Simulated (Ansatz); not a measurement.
The relaxed structure here is a generated cell of Nb: the first start was made by placing the elements on the sites of a structure type, and the end was not matched to a known phase here, so it may be hypothetical. Known forms of Nb include space group No. 229.

A relaxed cell of Nb (P6/mmm (No. 191)), relaxed on a k-mesh at least as fine as the one used below. The numbers are results of PBEsol (plane waves to 420 eV, PAW, scalar-relativistic; Ansatz, a program for electronic structure), not measurements. Γ-centred k-mesh 8×8×12 on the run's cell (coarser than for final values), Fermi–Dirac smearing 0.05 eV.

```xyz
3
Lattice="4.8293 0.0000 0.0000 -2.4147 4.1823 0.0000 0.0000 0.0000 2.6503" Properties=species:S:1:pos:R:3 pbc="T T T"
Nb     0.0000     0.0000     0.0000
Nb     0.0000     2.7882     1.3252
Nb     2.4147     1.3941     1.3252
```

The atoms are displaced along an unstable phonon of this cell by (Å):

```json
[
 {"atom": "Nb1", "ux": "0.000", "uy": "0.000", "uz": "0.000"},
 {"atom": "Nb2", "ux": "0.000", "uy": "0.000", "uz": "0.150"},
 {"atom": "Nb3", "ux": "0.000", "uy": "0.000", "uz": "-0.150"}
]
```

### Question
What forces (eV/Å) and pressure result?

### Answer
```json
[
 {"atom": "Nb1", "Fx": "0.00", "Fy": "0.00", "Fz": "0.00"},
 {"atom": "Nb2", "Fx": "0.00", "Fy": "0.00", "Fz": "1.08"},
 {"atom": "Nb3", "Fx": "0.00", "Fy": "0.00", "Fz": "-1.08"}
]
```

Pressure -0.7 GPa.

### Question
Estimate the energy cost of the displacement in the harmonic approximation and compare with the calculation.

### Answer
For a harmonic well ΔE = −½ Σ F·u = -0.162 eV a cell, or -54 meV/atom. The calculated energy relative to the undisplaced cell is -0.06 eV/atom, so the harmonic estimate holds well.

The undisplaced cell is probably no minimum: from this displacement the run went on to Im-3m (No. 229), 0.21 eV/atom below it.

No spin polarisation in the result.
